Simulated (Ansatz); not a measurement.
HgTe (zinc blende)

```
CELL_PARAMETERS angstrom
      0.00000     3.32533     3.32533
      3.32533     0.00000     3.32533
      3.32533     3.32533     0.00000
ATOMIC_POSITIONS crystal
  Te 0.75000 0.75000 0.75000
  Hg 0.00000 0.00000 0.00000
```

The volume is varied about the relaxed value V₀ at fixed cell shape. Symmetry pins the atoms to their sites.

Computed with PBE (plane waves to 420 eV, PAW, scalar-relativistic; Ansatz, a quantum-chemistry and plane-wave program). k mesh 12×12×12 (Γ-centred), Fermi-Dirac smearing 0.05 eV. The energy includes the smearing's −TS. At this level the bands of HgTe touch or barely overlap. HgTe was relaxed with its symmetry unable to fall. Spin-orbit coupling is left out, though Hg and Te are heavy. The relaxed volume of HgTe is well above the measured one; the method has no dispersion term. The zero of ΔE is the relaxed starting cell. The last digit holds for this mesh only.

```json
[
 {"V (Å³/atom)": "33.094", "ΔE (meV/atom)": "48.8"},
 {"V (Å³/atom)": "33.829", "ΔE (meV/atom)": "29.8"},
 {"V (Å³/atom)": "34.565", "ΔE (meV/atom)": "16.1"},
 {"V (Å³/atom)": "35.300", "ΔE (meV/atom)": "6.8"},
 {"V (Å³/atom)": "36.035", "ΔE (meV/atom)": "1.6"},
 {"V (Å³/atom)": "36.771", "ΔE (meV/atom)": "0.0"},
 {"V (Å³/atom)": "37.506", "ΔE (meV/atom)": "1.5"},
 {"V (Å³/atom)": "38.242", "ΔE (meV/atom)": "5.8"},
 {"V (Å³/atom)": "38.977", "ΔE (meV/atom)": "12.5"},
 {"V (Å³/atom)": "39.712", "ΔE (meV/atom)": "21.4"},
 {"V (Å³/atom)": "40.448", "ΔE (meV/atom)": "32.2"}
]
```

Question: What is the fitted pressure derivative B₀′?

Answer: 5.2.

Question: What bulk modulus B₀ follows from a third-order Birch-Murnaghan fit?

Answer: 34.2 GPa.

(A scan under strain: stresses follow from slopes of the energy per volume, elastic moduli from its curvatures.)
